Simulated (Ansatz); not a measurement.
Steps from a short run of molecular dynamics on a 2×2×1 supercell (12 atoms) of PtS2 (CdI2 type), relaxed with r2SCAN+rVV10; forces from PBEsol in Ansatz 0.2.0, 3×3×4 mesh, Fermi-Dirac smearing of 0.086 eV, constant energy and volume (NVE), started at 1000 K. Computed, non-magnetic; the trajectory is short and the cell small, so nothing here is a converged average.

Cell vectors in Å:
```
 7.1053  0.0000  0.0000
-3.5526  6.1534  0.0000
 0.0000  0.0000  5.1227
```

Q: At 6 fs the positions in Å are
```
Pt   0.007  -0.011  -0.001
S    0.011   2.134   1.253
S    1.813   1.053   3.891
Pt  -1.787   3.066   0.003
S   -1.787   5.139   1.242
S    0.011   4.017   3.878
Pt   3.558   0.010  -0.007
S    3.542   2.056   1.274
S    5.325   1.032   3.946
Pt   1.766   3.086  -0.011
S    1.785   5.101   1.204
S    3.559   4.094   3.899
```
What are the forces, and how far does the free energy (smearing included) lie above that of step 0, with the atoms on their sites?

A: 12.7 meV an atom; forces in eV/Å:
```
Pt   0.075   0.577   0.195
S   -0.148  -0.871  -0.392
S   -0.368  -0.329   0.293
Pt   0.078   0.326   0.415
S    0.210  -0.082  -0.505
S   -0.293   0.920   0.201
Pt  -0.135  -0.527   0.296
S    0.045   0.001  -0.602
S    0.162  -0.168  -0.227
Pt   0.507  -0.286   0.262
S   -0.118   0.394  -0.048
S   -0.015   0.046   0.113
```

Q: At 42 fs positions (Å), velocities (Å/fs) and forces (eV/Å) are
```
Pt  0.0526 -0.0381  0.0017    0.0013  0.0003  0.0003   -0.0324  1.1771  0.1999
S   0.0169  2.2894  1.3237   -0.0013 -0.0058 -0.0007   -0.0698 -1.7083 -0.6088
S   1.8688  1.0781  3.9106   -0.0037 -0.0034  0.0014   -0.8570 -0.5043  0.0451
Pt -1.8417  3.0285  0.0526   -0.0010 -0.0001  0.0021    0.9082  0.9108  0.2580
S  -1.7584  5.1581  1.1964    0.0034 -0.0011 -0.0042    0.2939 -0.2960 -0.1197
S  -0.0592  3.8647  3.7829   -0.0051  0.0062 -0.0017   -0.1212  1.6325  0.5753
Pt  3.5803  0.0375 -0.0253    0.0002 -0.0003  0.0004   -0.4690 -1.0599  0.6787
S   3.4985  2.0930  1.3657   -0.0006  0.0013 -0.0032    0.0346 -0.0338 -0.9853
S   5.3772  1.0048  4.0501    0.0031 -0.0020 -0.0041   -0.0154  0.1123 -1.1446
Pt  1.7448  3.1176 -0.0559    0.0004  0.0002 -0.0006    0.6154 -0.6393  0.7547
S   1.7841  5.1172  1.1293   -0.0014  0.0049  0.0005   -0.0969  0.2922  0.4758
S   3.5838  4.0554  3.8961    0.0000 -0.0007 -0.0011   -0.1903  0.1168 -0.1289
```
Where are the atoms one step (3 fs) later, and what forces do they feel?

A:
```
Pt  0.0565 -0.0369  0.0026   -0.0919  1.1127  0.1937
S   0.0128  2.2698  1.3208    0.0082 -1.5773 -0.6428
S   1.8567  1.0674  3.9148   -0.7338 -0.3718  0.0084
Pt -1.8445  3.0283  0.0589    1.0108  0.8262 -0.0044
S  -1.7478  5.1544  1.1837    0.1768 -0.2626  0.0540
S  -0.0746  3.8856  3.7784    0.0483  1.4635  0.7092
Pt  3.5808  0.0365 -0.0240   -0.4434 -0.9661  0.4736
S   3.4969  2.0969  1.3548   -0.0075 -0.0951 -0.9195
S   5.3865  0.9991  4.0364   -0.1482  0.2184 -0.9820
Pt  1.7462  3.1180 -0.0576    0.3910 -0.5630  0.7381
S   1.7799  5.1323  1.1314   -0.0136  0.0681  0.4367
S   3.5837  4.0535  3.8926   -0.1968  0.1470 -0.0651
```
The temperature goes from 326.5 to 403.2 K.

Q: At 60 fs the positions in Å are
```
Pt   0.075  -0.024   0.009
S   -0.004   2.117   1.279
S    1.776   1.007   3.933
Pt  -1.851   3.032   0.088
S   -1.695   5.128   1.132
S   -0.141   4.038   3.790
Pt   3.580   0.026  -0.017
S    3.486   2.109   1.269
S    5.421   0.983   3.938
Pt   1.754   3.116  -0.061
S    1.763   5.199   1.157
S    3.575   4.052   3.876
```
What are the forces, and how far does the free energy (smearing included) lie above that of step 0, with the atoms on their sites?

A: 43.1 meV an atom; forces in eV/Å:
```
Pt  -0.737   0.429   0.141
S    0.300  -0.490  -0.580
S    0.290   0.400  -0.331
Pt   1.406   0.401  -1.399
S   -0.528   0.013   0.965
S    0.720   0.334   1.044
Pt  -0.359  -0.238  -0.622
S   -0.191  -0.493  -0.293
S   -0.622   0.486   0.022
Pt  -0.554  -0.317   0.540
S    0.386  -0.831   0.218
S   -0.111   0.306   0.295
```

Q: At 72 fs the positions in Å are
```
Pt   0.084  -0.011   0.014
S   -0.004   1.969   1.219
S    1.721   0.974   3.933
Pt  -1.846   3.038   0.101
S   -1.676   5.106   1.134
S   -0.163   4.180   3.848
Pt   3.577   0.015  -0.015
S    3.470   2.096   1.184
S    5.420   0.993   3.857
Pt   1.757   3.113  -0.059
S    1.766   5.217   1.189
S    3.563   4.064   3.876
```
What are the forces, and how far does the free energy (smearing included) lie above that of step 0, with the atoms on their sites?

A: 55.1 meV an atom; forces in eV/Å:
```
Pt  -1.394  -0.732  -0.273
S    0.303   1.075   0.049
S    1.100   0.850  -0.640
Pt   1.405   0.140  -2.061
S   -0.814   0.246   1.266
S    0.922  -0.984   0.626
Pt  -0.300   0.537  -0.741
S   -0.082  -0.599   0.433
S   -0.624   0.405   0.701
Pt  -0.961  -0.220   0.231
S    0.391  -1.004  -0.016
S    0.053   0.285   0.425
```

Q: At 96 fs the positions in Å are
```
Pt   0.072  -0.007   0.013
S    0.026   1.883   1.147
S    1.746   1.011   3.860
Pt  -1.807   3.054   0.084
S   -1.731   5.097   1.276
S   -0.095   4.268   3.998
Pt   3.564   0.011  -0.019
S    3.444   2.014   1.092
S    5.351   1.056   3.798
Pt   1.742   3.101  -0.053
S    1.808   5.138   1.241
S    3.551   4.116   3.923
```
What are the forces, and how far does the free energy (smearing included) lie above that of step 0, with the atoms on their sites?

A: 63.9 meV an atom; forces in eV/Å:
```
Pt  -1.059  -1.358  -1.180
S   -0.089   2.468   1.027
S    0.384   0.209   0.071
Pt   0.472   0.101  -1.228
S   -0.218   0.265  -0.141
S    0.387  -2.695  -1.025
Pt  -0.152   1.051   0.630
S    0.586   0.490   1.148
S   -0.005  -0.072   1.066
Pt  -0.404  -0.154  -0.022
S   -0.161  -0.100  -0.403
S    0.259  -0.205   0.056
```

Q: At 108 fs the positions in Å are
```
Pt   0.054  -0.021   0.001
S    0.040   1.997   1.174
S    1.798   1.055   3.816
Pt  -1.781   3.062   0.061
S   -1.781   5.111   1.358
S   -0.029   4.151   4.023
Pt   3.556   0.020  -0.018
S    3.462   1.990   1.116
S    5.309   1.088   3.836
Pt   1.728   3.093  -0.050
S    1.826   5.080   1.244
S    3.560   4.135   3.956
```
What are the forces, and how far does the free energy (smearing included) lie above that of step 0, with the atoms on their sites?

A: 37.4 meV an atom; forces in eV/Å:
```
Pt  -0.634   0.428  -0.145
S   -0.320   0.310   0.337
S   -0.275  -0.398   0.595
Pt  -0.280   0.214  -0.186
S    0.215   0.145  -1.099
S   -0.370  -0.441  -1.061
Pt  -0.083  -0.413   0.347
S    0.540   0.890   0.821
S    0.385  -0.472   0.717
Pt   0.963  -0.371   0.344
S   -0.350   0.581  -0.364
S    0.209  -0.474  -0.306
```
